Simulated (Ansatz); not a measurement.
## Two states of SrMnO$_{3}$

```
CELL_PARAMETERS angstrom
5.64178 0.00000 0.00000
-2.82089 4.88593 0.00000
0.00000 0.00000 4.76638
ATOMIC_POSITIONS crystal
O 0.14950 0.29900 0.25000
O 0.85050 0.14950 0.75000
O 0.70100 0.85050 0.25000
O 0.85050 0.70100 0.75000
O 0.14950 0.85050 0.25000
O 0.29900 0.14950 0.75000
Sr 0.33330 0.66670 0.75000
Sr 0.66660 0.33330 0.25000
Mn 0.00000 0.00000 0.00000
Mn 0.00000 0.00000 0.50000
```

Single point in Ansatz 0.2.0 with LDA, with on-site exact exchange 0.27 on Mn d (all-electron-ortho-atomic projectors). Cutoff 420 eV, PAW datasets, 5×5×5 Γ-centred k mesh, fermi-dirac filling (width 0.104 eV).

State A: Mn9 up, Mn10 up (collinear spin). State B: Mn9 up, Mn10 down (collinear spin).

Question: Which state is lower, and how do they differ?

Answer: State B is lower by 22.7 meV an atom at zero smearing.

| state | free energy (meV/atom) | largest moment in a small sphere (μB) | net moment (μB/cell) | gap on mesh (eV) | pressure (GPa) | largest force (eV/Å) |
| --- | --- | --- | --- | --- | --- | --- |
| A | 22.7 | 2.51 | 6.00 | 1.27 | -6.7 | 0.11 |
| B | 0.0 | 2.44 | 0.00 | 2.62 | -7.7 | 0.15 |

Origin: a known structure type with other elements, at an estimated volume, so it need not be a known compound. Caveats: an odd or shifted mesh can miss the band edges, so this level's true gap may be smaller.
